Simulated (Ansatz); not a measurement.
## Is this CrGe4Mo structure a true minimum?

The structure comes from a generated guess, relaxed at this level; another structure or a mixture of phases may lie lower.

These are results of DFT PBE, scalar-relativistic, plane waves, PAW (Ansatz), not measurements. Settings: cutoff 420 eV, Γ-centred mesh 12×12×6 on the computed 6-atom cell, Gaussian smearing of 0.10 eV; no spin polarisation.

The cell below (6 atoms, space group P4/mmm (No. 123)) is relaxed within its symmetry.

```
Cr Ge Mo
1.0
     3.29024    0.00000    0.00000
     0.00000    3.29024    0.00000
     0.00000    0.00000    8.17006
Cr Ge Mo
1 4 1
Cartesian
  0.0000 0.0000 0.0000
  0.0000 0.0000 5.4422
  1.6451 1.6451 1.2768
  0.0000 0.0000 2.7278
  1.6451 1.6451 6.8932
  1.6451 1.6451 4.0850
```

For the test a repeat of it with 12 atoms (edges 3.29, 6.58, 8.17 Å) was strained at random (σ = 1.5 % a component), the atoms were moved at random (σ = 0.05 Å), and all was relaxed again on a coarse 6×4×4 mesh (in the run’s order of axes) with 0.20 eV smearing, with no symmetry imposed.

Trial moments died out on the coarse mesh, so the last step has no spin; another magnetic start might hold.

Q: What happens?

A: It returns, within 1 meV/atom of the unmoved cell on that mesh and with the same symmetry when read at 0.1 Å. No instability shows in this cell; modes of other wave vectors, which need another repeat, aren't tested.
